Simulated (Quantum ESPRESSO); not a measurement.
# Moving one atom in ZnGeAl2N4

Calculated results; nothing here was measured. They come from pw.x of Quantum ESPRESSO 7.5, a plane-wave density functional program, with PseudoDojo standard norm-conserving files (v0.5 for PBE, v0.4.1 for LDA and PBEsol). The cells are made up: elements, strain and atom displacements were drawn at random, and nothing was relaxed. There is no spin polarisation, spin-orbit coupling or dispersion term.

The cell has 8 sites of a wurtzite lattice (rectangular cell). Sites 1 to 4 hold Zn Ge Al Al; sites 5 to 8 hold N N N N. Cell vectors in Å: (3.111, 0.022, 0.023); (0.037, 5.503, -0.012); (0.037, -0.011, 5.225). Settings: PBE, cutoff 1143 eV, 6 x 4 x 4 k mesh shifted by half a step, Fermi-Dirac smearing of 0.025 eV.

Each run shifts the Zn atom on site 1 along y and leaves all else fixed. Site 8 is one of its nearest neighbours. E is the free energy of the cell above the lowest run shown.

| run | shift (Å) | Fy on site 1 (eV/Å) | Fy on site 8 (eV/Å) | P (GPa) | E (meV) |
| --- | --- | --- | --- | --- | --- |
| 1 | -0.0828 | -0.485 | -1.277 | 2.98 | 0.0 |
| 2 | -0.0680 | -0.703 | -1.206 | 3.04 | 8.8 |
| 3 | -0.0336 | -1.183 | -1.068 | 3.24 | 41.3 |
| 5 | 0.0346 | -2.039 | -0.885 | 3.83 | 151.8 |
| 6 | 0.0439 | -2.147 | -0.868 | 3.92 | 171.3 |
| 7 | 0.0747 | -2.490 | -0.823 | 4.27 | 242.8 |
| 4 | -0.0012 | ? | ? | ? | ? |

A rerun of one of these cells at 1437 eV and k mesh 8 x 6 x 6 moved values by no more than 0.002 eV in the cell's energy, 0.04 GPa in stress and 0.003 eV/Å in force.

## Worked fit

A parabola through the six runs shown gives Fy on site 1 = -1.620 - 12.61 u + 13.0 u² eV/Å, with u in Å and a scatter of 0.002 eV/Å. Minus the slope, 12.61 ± 0.06 eV/Å², is this atom's force constant along y at u = 0, with its periodic images moving too. The fitted force does not vanish within the range. The error is the larger of the fit's own and the change that a cubic makes, rounded up.

## Withheld run

Question: what Fy on site 1 should run 4 give?

The fit gives -1.605 eV/Å. The calculation gave -1.604 eV/Å.

```
run  shift (Å)  Fy on site 1 (eV/Å)  Fy on site 8 (eV/Å)  P (GPa)  E (meV)
  4    -0.0012               -1.604               -0.967     3.49     86.6
```